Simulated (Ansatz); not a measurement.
The following input was run with Ansatz 0.2.0.

```yaml
crystal:
  lattice:
    - [5.0743622598, 0.0, 0.0]
    - [-2.5371811299, 4.394526625, 0.0]
    - [0.0, 0.0, 4.08565]
  atoms:
    - { symbol: Al, position: [0.66666667, 0.33333333, 0.25] }
    - { symbol: Al, position: [0.33333333, 0.66666667, 0.75] }
    - { symbol: Co, position: [0.164874, 0.329748, 0.25], spin: 1.42 }
    - { symbol: Co, position: [0.670252, 0.835126, 0.25], spin: 1.42 }
    - { symbol: Co, position: [0.164874, 0.835126, 0.25], spin: 1.42 }
    - { symbol: Co, position: [0.835126, 0.670252, 0.75], spin: 1.42 }
    - { symbol: Co, position: [0.329748, 0.164874, 0.75], spin: 1.42 }
    - { symbol: Co, position: [0.835126, 0.164874, 0.75], spin: 1.42 }
basis:
  ecutwfc: 420
kpoints:
  mp_grid: { grid: [12, 12, 10] }
hamiltonian:
  xc: pbesol
scf:
  occupations: { method: gaussian, width: 0.1 }
output:
  forces: true
  stress: true
  eigenvalues: true
  populations: true
magnetization:
  spin_polarized: true
```

Run as
```bash
ansatz run input.yaml --threads 2 --pin off --max-ram 5120MiB --backend cpu --events-out ev --progress --plain --runs-dir out
```

Computed with Ansatz 0.2.0, DFT PBEsol, scalar-relativistic, plane waves, PAW.

Abridged output (final results; tables in files aren't shown):

```
SCF 1 converged in 14 iterations: F = -31608.601537 eV  dr2 = 2.04e-10
SCF converged after 14 iterations
Magnetization: 7.5625 μB (57.7812 up, 50.2188 down)
Absolute magnetization: 8.4108 μB (∫|ρ↑−ρ↓|, with the PAW one-centre terms)
Spin contamination: 0.1224 ħ² per cell (⟨S²⟩ above its minimum at these occupations)
Per-site moments (μB) at R_I (Å): [(-0.06450310, 1.04071915), (-0.06450310, 1.04071915), (1.32583413, 1.03314454), (1.32583413, 1.03314454), (1.32583413, 1.03314454), (1.32583413, 1.03314454), (1.32583413, 1.03314454), (1.32583413, 1.03314454)]
Free energy (F): -31608.601537 eV
Harris-Foulkes:  -31608.601537 eV  (|F-HF|=1.93e-10)
Internal energy: -31608.558996 eV  (E = F + TS)
E sigma→0 (E₀):  -31608.580267 eV
Entropy (-TS):   -0.042541 eV (-5.318 meV/atom)
Fermi energy:    16.018506 eV
--- Per-component energies (eV) ---
  E_band       = -1652.273176
  E_kinetic    = 2777.588986
  E_local      = -20162.203459  (includes V_loc(G=0)·N_el)
  E_nonlocal   = 2760.303976
  E_hartree    = 8598.852718
  E_xc         = -1027.603979
  E_vxc        = -1288.332670  (∫ρ·V_xc dr)
  E_paw        = -9809.354803  (= ΣΔE_a)
  E_vpaw       = -2937.333687  (= ΣTr[D̂ρ^β])
  E_aug_tail   = 0.000383  (compensation charges beyond the density's cutoff)
  E_ewald      = -14747.311610
  E_core_change = 1.168793  (= ΣΔE_core)
  E_smearing   = -0.042541  (= −TS)
--- Forces (eV/Å), atoms counted from 1 ---
  atom   1  Al     0.00000000     0.00000000     0.00000000
  atom   2  Al     0.00000000     0.00000000     0.00000000
  atom   3  Co     0.00000000     0.00624549     0.00000000
  atom   4  Co    -0.00540875    -0.00312274     0.00000000
  atom   5  Co     0.00540875    -0.00312274     0.00000000
  atom   6  Co     0.00000000    -0.00624549     0.00000000
  atom   7  Co     0.00540875     0.00312274     0.00000000
  atom   8  Co    -0.00540875     0.00312274     0.00000000
--- Stress (GPa, compression-positive) ---
       -7.968286       0.000000       0.000000
        0.000000      -7.968286       0.000000
        0.000000       0.000000      -6.828133
  P = ⅓ Tr σ = -7.5882 GPa (-75.882 kbar)
--- Band table (eV; the first three rows and the last of 228) ---
  k-point 0 ↑: bands = ["-79.4066", "-79.3764", "-79.3764", "-79.3726", "-79.3597", "-79.3597", "-42.9467", "-42.9445", "-42.8983", "-42.8744", "-42.8744", "-42.8070", "-42.8070", "-42.7904", "-42.7904", "-42.7754", "-42.7754", "-42.7435", "-42.7151", "-42.7151", "-42.7043", "-42.6805", "-42.6805", "-42.6330", "5.9333", "10.1368", "11.4932", "11.6414", "11.6414", "11.7009", "11.7171", "12.0956", "12.0956", "12.5281", "12.5281", "12.5299", "12.5299", "13.2651", "13.4561", "13.4566", "13.5624", "13.5624", "13.8387", "13.8387", "14.4370", "14.4918", "14.4918", "14.5801", "14.5801", "14.7091", "14.7091", "14.7341", "14.7341", "15.5215", "15.5403", "15.6247", "15.6880", "16.4865", "16.4865", "16. ...
  k-point 1 ↑: bands = ["-79.4057", "-79.3760", "-79.3760", "-79.3734", "-79.3601", "-79.3601", "-42.9453", "-42.9442", "-42.8959", "-42.8763", "-42.8763", "-42.8138", "-42.8138", "-42.7867", "-42.7867", "-42.7722", "-42.7722", "-42.7477", "-42.7140", "-42.7140", "-42.7026", "-42.6798", "-42.6798", "-42.6347", "6.0271", "10.0735", "11.6038", "11.6264", "11.6377", "11.6551", "11.6551", "12.1015", "12.1015", "12.4797", "12.4797", "12.5785", "12.5785", "13.0102", "13.4996", "13.7168", "13.7168", "13.7982", "13.8292", "13.8292", "14.1491", "14.4701", "14.4701", "14.5008", "14.5008", "14.7162", "14.7162", "14.8040", "14.8040", "15.4910", "15.5134", "15.5886", "15.6850", "16.4072", "16.4072", "16. ...
  k-point 2 ↑: bands = ["-79.4033", "-79.3759", "-79.3748", "-79.3748", "-79.3613", "-79.3613", "-42.9433", "-42.9423", "-42.8880", "-42.8801", "-42.8801", "-42.8285", "-42.8285", "-42.7782", "-42.7782", "-42.7671", "-42.7671", "-42.7599", "-42.7104", "-42.7104", "-42.6975", "-42.6785", "-42.6785", "-42.6398", "6.3053", "9.8861", "11.3338", "11.4608", "11.6891", "11.6891", "11.9071", "12.0784", "12.0784", "12.4468", "12.4468", "12.7172", "12.7172", "12.8187", "13.6266", "13.6436", "13.8176", "13.8176", "14.0833", "14.0833", "14.1759", "14.3802", "14.3802", "14.4100", "14.4100", "14.7400", "14.7400", "14.9085", "14.9085", "15.3468", "15.4536", "15.5780", "15.6761", "16.1703", "16.1703", "16.8 ...
  k-point 113 ↓: bands = ["-77.8156", "-77.8156", "-77.8127", "-77.8127", "-77.8029", "-77.8029", "-41.3456", "-41.3456", "-41.3390", "-41.3390", "-41.3335", "-41.3335", "-41.2567", "-41.2567", "-41.2514", "-41.2514", "-41.2194", "-41.2194", "-41.2140", "-41.2140", "-41.1877", "-41.1877", "-41.1867", "-41.1867", "9.7245", "9.7245", "10.4216", "10.4216", "11.2189", "11.2189", "13.0908", "13.0908", "13.6799", "13.6799", "13.7556", "13.7556", "13.9181", "13.9181", "14.1367", "14.1367", "14.5962", "14.5962", "14.9439", "14.9439", "15.0143", "15.0143", "15.6016", "15.6016", "15.6829", "15.6829", "16.1783", "16.1783", "16.2312", "16.2312", "16.4935", "16.4935", "16.7729", "16.7729", "16.9006", "16 ...
--- Löwdin populations: 8 sites ---
  site symbol q [e]    m [muB]
     0     Al      3.6898    -0.1529
     1     Al      3.6898    -0.1529
     2     Co     16.5980     1.3327
     3     Co     16.5980     1.3327
     4     Co     16.5980     1.3327
     5     Co     16.5980     1.3327
     6     Co     16.5980     1.3327
     7     Co     16.5980     1.3327
  spilling = 0.009560 (of n_electrons = 108.000000)
```

Self-consistency was reached.

Time: 76 s on 2 threads of Intel(R) Xeon(R) Platinum 8375C CPU @ 2.90GHz (Ice Lake), on a shared host, peak memory 1.2 GiB.